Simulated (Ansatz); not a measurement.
## Ti$_{5}$Al$_{2}$C$_{3}$: a film clamped to a substrate

These are results of DFT r2SCAN, scalar-relativistic, plane waves, PAW in Ansatz 0.2.0, not measurements. Settings: plane waves to 500 eV, k-mesh 12×12×12 (Γ-centred), Gaussian smearing 0.15 eV. No spin polarisation. Energies are free energies at this smearing, counted from the undisturbed cell; pressure is positive in compression.

The undisturbed cell (relaxed at this level; it needn't be the usual structure):

```
CELL_PARAMETERS angstrom
1.53183 0.88440 16.17323
-1.53183 0.88440 16.17323
0.00000 -1.76880 16.17323
ATOMIC_POSITIONS crystal
Ti 0.50000 0.50000 0.50000
Ti 0.78450 0.78450 0.78450
Ti 0.69026 0.69026 0.69026
Ti 0.30974 0.30974 0.30974
Ti 0.21550 0.21550 0.21550
Al 0.59614 0.59614 0.59614
Al 0.40386 0.40386 0.40386
C 0.86001 0.86001 0.86001
C 0.13999 0.13999 0.13999
C 0.00000 0.00000 0.00000
```

The cell (10 atoms, V0 = 131.46 Å³) is strained by p along both x and y and by q along z, fractional coordinates fixed. τp = (1/V0) ∂E/∂p = (σxx + σyy)(1 + p)(1 + q) and τq = (1/V0) ∂E/∂q = σzz(1 + p)², with tension positive.

```csv
p,q,ΔE (meV/atom),τp (GPa),τq (GPa)
0.000,0.000,0.00,0.00,-0.03
-0.030,0.000,35.78,-30.11,-6.21
0.030,0.000,31.03,24.32,5.10
0.000,-0.030,14.52,-6.18,-11.99
0.000,0.030,13.24,5.12,10.56
```

**Question.** Get the second derivatives of the energy density.

**Answer.** Central differences give A = ∂τp/∂p = 907 GPa (C11 + C22 + 2 C12), C = ∂τq/∂q = 376 GPa (C33) and the cross term B = ∂τq/∂p = 188 GPa (C13 + C23); ∂τp/∂q = 188 GPa must equal B, and any difference shows higher-order terms. Steps this large leave an error of some per cent of A or C in all of these, which can swamp a small B. The ions are clamped.

**Question.** A film of this crystal grows with z along the normal on a substrate that imposes p. How does its thickness respond, and what does the misfit cost?

**Answer.** Count p and q from the stress-free cell. A free surface needs τq = 0, so q = −(B/C) p = -0.50 p. The energy density left is (A − B²/C) p²/2 = M p², with the biaxial modulus M = 406 GPa; a misfit of 1 % costs 3.33 meV/atom, against 3.72 meV/atom if the thickness were held.

At p = -0.030 the energies along q are 66.9 (q = -0.030), 47.3 (q = -0.015), 35.8 (q = 0.000), 31.9 (q = 0.015), 35.0 (q = 0.030) meV/atom.

**Question.** Does the linear rule hold at this misfit?

**Answer.** A parabola through the lowest point and its neighbours has its minimum at q = 0.016, 31.9 meV/atom. With the stress left in the starting cell, τp0 and τq0, linear elasticity gives q = −(τq0 + Bp)/C = 0.015 and E = V0(τp0 p + τq0 q + Ap²/2 + Bpq + Cq²/2)/N = 30.0 meV/atom. The two agree within a tenth in energy.

Forces appear on the atoms along this scan, and letting them relax would lower the energy and soften the response. In a metal these slopes depend on the k mesh and the smearing.

Cost: 14 runs of about 18 core-minutes in all, on Intel Xeon 6975P-C (Granite Rapids) (shared hosts).